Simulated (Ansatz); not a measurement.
This cell of Pd (fcc, Cu type) is off equilibrium:

```
CELL_PARAMETERS angstrom
      0.00000     1.94612     2.02396
      1.94612     0.00000     2.02396
      1.94612     1.94612     0.00000
ATOMIC_POSITIONS crystal
  Pd 0.00000 0.00000 0.00000
```

Computed with PBEsol (plane waves to 420 eV, PAW, scalar-relativistic; Ansatz, a first-principles code). k mesh 21×21×21 (Γ-centred), Fermi-Dirac smearing 0.05 eV. The energy includes the smearing's −TS. Compression counts positive. With partly filled bands, the response to shear is sensitive to the k mesh, so small differences along c/a are uncertain. Pd is run without spin polarisation. Pd was relaxed with its symmetry unable to fall.

### Question
Give the stress tensor in GPa and the pressure.

### Answer
```
   -8.4      0.0      0.0
    0.0     -8.4      0.0
    0.0      0.0    -10.6
```
The pressure, a third of the trace, is -9.1 GPa.

### Question
It is the relaxed cell deformed to V/V₀ = 1.053, (c/a)/(c/a)₀ = 1.040, c along z, fractional positions held. What is its energy relative to the relaxed cell?

### Answer
26 meV/atom.

(Under strain, the slope of the energy per volume gives the stress and its curvature an elastic modulus.)
